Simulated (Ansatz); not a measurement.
TiSi2:
```
TiSi2
1.0
    1.75756    -6.67224     0.00000
    1.75756     6.67224     0.00000
    0.00000     0.00000     3.55700
Ti Si
2 4
Direct
  0.89755   0.10245   0.75000
  0.10245   0.89755   0.25000
  0.56007   0.43993   0.75000
  0.43993   0.56007   0.25000
  0.24964   0.75036   0.75000
  0.75036   0.24964   0.25000
```

Relaxed with PBEsol. Special points in fractions of this cell's reciprocal vectors: Γ (0.000, 0.000, 0.000); Y (-0.500, 0.500, 0.000); C0 (-0.267, 0.733, 0.000); Σ0 (0.267, 0.267, 0.000); Z (0.000, 0.000, 0.500); A0 (0.267, 0.267, 0.500); E0 (-0.267, 0.733, 0.500); T (-0.500, 0.500, 0.500); S (0.000, 0.500, 0.000); R (0.000, 0.500, 0.500).

**Question.** List the band energies nearest the Fermi level at these points for the program Ansatz at the PBEsol level (PAW).

**Answer.** In eV from the Fermi level; about four levels below and three above (degenerate sets whole), none deeper than 8.9 eV; points with the same levels are listed once.

```tsv
k	below	above
Γ	-2.53 -2.20 -2.04 -2.02	0.45 0.81 0.83
Y	-2.62 -2.56 -1.90 -1.18	0.37 0.65 0.69
C0	-1.05 -0.79 -0.76 -0.23	1.20 1.44 1.58
Z	-1.66 -1.66 -0.02 -0.02	1.03 1.03 1.54 1.54
A0	-3.36 -3.36 -2.39 -2.39	1.83 1.83 1.92 1.92
T	-2.11 -2.11 -0.89 -0.89	0.56 0.56 1.68 1.68
S	-1.36 -0.66 -0.59 -0.57	1.22 1.51 1.68
R	-3.17 -3.17 -2.51 -2.51	1.79 1.79 1.92 1.92
```

Space group Cmcm. Symmetry was held in the PBEsol relaxation; of distortions, only those at the zone centre were tested. The run is not spin-polarised.

Potentials: the earlier of the program's two PAW sets.
